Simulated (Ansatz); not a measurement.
Total density of states per atom from plane-wave PAW r²SCAN (Ansatz code), in 0.25 eV bins, energy from the valence-band maximum:

(E (eV), states/eV/atom): (-4.81, 0.00); (-4.56, 0.49); (-4.31, 0.85); (-4.06, 1.27); (-3.81, 0.79); (-3.56, 1.10); (-3.31, 0.79); (-3.06, 0.68); (-2.81, 0.84); (-2.56, 0.69); (-2.31, 0.77); (-2.06, 0.89); (-1.81, 0.86); (-1.56, 0.83); (-1.31, 1.06); (-1.06, 0.93); (-0.81, 0.92); (-0.56, 0.92); (-0.31, 0.72); (-0.06, 0.61); (0.19, 0.00); (0.44, 0.00); (0.69, 0.00); (0.94, 0.00); (1.19, 0.00); (1.44, 0.00); (1.69, 0.00); (1.94, 0.00); (2.19, 0.00); (2.44, 0.00); (2.69, 0.00); (2.94, 0.00); (3.19, 0.04); (3.44, 0.52); (3.69, 1.09); (3.94, 1.17); (4.19, 0.87); (4.44, 0.54); (4.69, 0.87); (4.94, 1.16); (5.19, 1.06); (5.44, 0.63); (5.69, 0.27); (5.94, 0.61); (6.19, 0.45); (6.44, 0.47); (6.69, 0.55); (6.94, 0.53); (7.19, 0.37); (7.44, 0.67); (7.69, 0.42); (7.94, 0.66)

Task: Which of these materials gives this?
A. TiSi2, Cmcm (Ti on 4c, Si on 4c, Si on 4c)
B. As2O3, P2_1/c (Pearson symbol mP20)
C. SiO2, Pbcn (Si on 4c, O on 8d)
D. TiO2, C2/m (Pearson symbol mS24)

Result: D, TiO2, C2/m (Pearson symbol mS24). Top 1 eV of the valence band: O 2p 93 %, Ti 3d 5 %. Bottom 1 eV of the conduction band: Ti 3d 90 %, O 2p 8 %. Projections are on Löwdin-orthogonalised atomic valence shells; empty p or d shells of many metals are not among them.

The first step of the workflow began from a Materials Project structure, measured or hypothetical; the Crystallography Open Database copy checked does not list it. It is not the phase usual at ambient conditions (space group No. 61, 136, 141). Symmetry was held in the r²SCAN relaxation; whether a distortion lowers the energy is not shown. No spin polarisation was allowed.

Potentials: the earlier of the program's two PAW sets.
